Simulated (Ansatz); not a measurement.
**ScZn: stiffness from a series of strains**

```xyz
2
Lattice="3.3500 0.0000 0.0000 0.0000 3.3500 0.0000 0.0000 0.0000 3.3500" Properties=species:S:1:pos:R:3 pbc="T T T"
Sc    0.0000    0.0000    0.0000
Zn    1.6750    1.6750    1.6750
```

Atom numbers follow the list: Sc1, Zn2.

The cell comes from COD entry 1527719, which wasn't checked; take it as a given geometry.

Spin polarisation is left out, and whether a magnetic state lies lower isn't shown here.

All numbers below come from DFT, PBEsol, all-electron LAPW, scalar-relativistic in Ansatz 0.2.0.

The runs use a Γ-centred 10×10×10 k mesh, Fermi–Dirac smearing of 0.03 eV, basis error target 0.5 meV/atom, no spin polarisation.

The strain is applied along the Cartesian axes of the cell as listed (γ is the engineering shear, twice εxy = εyz = εzx). Fractional coordinates are held (clamped ions).

σ is the change of stress from the unstrained cell, which is at -3.31 GPa; tension is positive, so slopes are stress–strain coefficients at that pressure. In a metal the k mesh adds noise.

Only quantities that a quadratic follows smoothly over the whole series are listed; rougher ones are left out.

| γ | σxy (GPa) |
| --- | --- |
| -0.0200 | -1.41 |
| -0.0100 | -0.70 |
| 0.0000 | 0.00 |
| 0.0200 | 1.27 |

Q: Fit the series and read off the stiffness at zero strain.

A: Least-squares fits y = p0 + p1 x + p2 x² to the rows give σxy (GPa): p1 = 67.1, p2 = -160. So C44 (clamped ions) = 67 GPa.

Q: One run, at γ = 0.0100, is withheld. Predict its row.

A: The fits give 0.65; the run gave 0.66.
